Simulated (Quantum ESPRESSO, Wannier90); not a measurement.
Li$_{3}$Ga$_{2}$ (R-3m), plane waves to Wannier functions

```xyz
5
Lattice="-2.1558 3.7339 0.0000 -4.3116 0.0000 0.0000 -2.1558 1.2446 4.5654" Properties=species:S:1:pos:R:3 pbc="T T T"
Li    -2.1558     1.2446    -0.9714
Li     2.1558    -1.2446     0.9714
Li     0.0000     0.0000     0.0000
Ga     2.1558    -1.2446    -1.8255
Ga    -2.1558     1.2446     1.8255
```

Structure: Materials Project mp-9568, symmetrised, not relaxed again. COD (Crystallography Open Database) has an entry of this formula and space group (matched by these alone). Level: PBEsol, no spin polarisation, no spin-orbit coupling; pw.x of Quantum ESPRESSO at 64 Ry with PseudoDojo potentials, 6×6×6 k-points, Wannier90. Density: 12×12×12 mesh, cold smearing 0.01 Ry.

A tight-binding model is made by disentanglement and projection with no localisation steps (num_iter = 0), so the 20 orbitals stay atom-like: hydrogen-like Li: s;p; Ga: s;p, axes along x, y, z; frozen window up to 1.50 eV relative to the Fermi level. It follows pw.x to 6.8 meV rms for states up to 1.0 eV relative to the Fermi level. Matrix elements depend on this choice of orbitals and windows.

What are the on-site energies relative to the Fermi level, and how fast do the hoppings decay?


```
atom  orbitals  energy (eV)
----  --------  -----------
Li1          s         6.85
Li1         pz         8.09
Li1      px py         8.27
Li2          s         6.85
Li2         pz         8.09
Li2      px py         8.27
Li3          s         6.81
Li3         pz         7.93
Li3      px py         8.48
Ga4          s        -1.95
Ga4         pz         5.32
Ga4      px py         5.55
Ga5          s        -1.95
Ga5         pz         5.32
Ga5      px py         5.55
```

```tsv
distance of the centres (Å)	largest modulus (eV)
2–3	2.6
3–4	1.1
4–5	0.31
5–6	0.51
6–7	0.089
7–8	0.12
8–9	0.073
9–10	0.022
```
